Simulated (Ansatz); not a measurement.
Computed map of one atom of the cell: BP (zinc blende)

BP (zinc blende)

```
CELL_PARAMETERS angstrom
      0.00000     2.26828     2.26828
      2.26828     0.00000     2.26828
      2.26828     2.26828     0.00000
ATOMIC_POSITIONS crystal
  P  0.75000 0.75000 0.75000
  B  0.00000 0.00000 0.00000
```

In this cell atom 2 (B, nearest neighbour P at 1.964 Å; its periodic images, 3.2 Å or more away, move with it) is moved by u·(1.000, 0.000, 0.000) + v·(0.000, 1.000, 0.000); the rest is frozen.

All values below come from r2SCAN (plane waves to 500 eV, PAW, scalar-relativistic; Ansatz, an electronic-structure program). k mesh 10×10×10 (Γ-centred), Fermi-Dirac smearing 0.05 eV. E stands for the smeared free energy. As the smearing reaches across the gap at some points, energies and forces of such displacements shift with the k mesh and the smearing. Fu and Fv are the components of the force on the atom. BP was relaxed with its symmetry unable to fall. ΔE is measured from the undisplaced structure. Axes are in Å.

ΔE (meV/cell), with u across and v down:

```csv
v \ u,-0.490,-0.245,0.000,0.245,0.490
-0.490,4545,2669,1990,2669,4545
-0.245,2669,1159,567,1159,2669
0.000,1990,567,0,567,1990
0.245,2669,1159,567,1159,2669
0.490,4545,2669,1990,2669,4545
```

Fu (eV/Å), with u across and v down:

| v \ u | -0.490 | -0.245 | 0.000 | 0.245 | 0.490 |
|---|---|---|---|---|---|
| -0.490 | 9.37 | 5.49 | 0.00 | -5.49 | -9.37 |
| -0.245 | 7.19 | 4.62 | 0.00 | -4.62 | -7.19 |
| 0.000 | 6.68 | 4.41 | 0.00 | -4.41 | -6.68 |
| 0.245 | 7.19 | 4.62 | 0.00 | -4.62 | -7.19 |
| 0.490 | 9.37 | 5.49 | 0.00 | -5.49 | -9.37 |

Key numbers:

| Property | Value |
|---|---|
| Principal force constants in the plane (five-point differences of the forces) | 19.5 eV/Å², isotropic |
| Centre of the map | a minimum |
| Lowest place on the grid | u = 0.000 Å, v = 0.000 Å (0 meV/cell) |
| Highest place on the grid, met at several equal points | u = -0.490 Å, v = -0.490 Å; u = 0.490 Å, v = -0.490 Å; u = -0.490 Å, v = 0.490 Å; u = 0.490 Å, v = 0.490 Å (4545 meV/cell) |

The 25 points together took about 5 core-minutes (a rough figure).

(For displaced atoms, the force is minus the slope of the energy, and its curvature is a force constant, which sets phonon frequencies.)
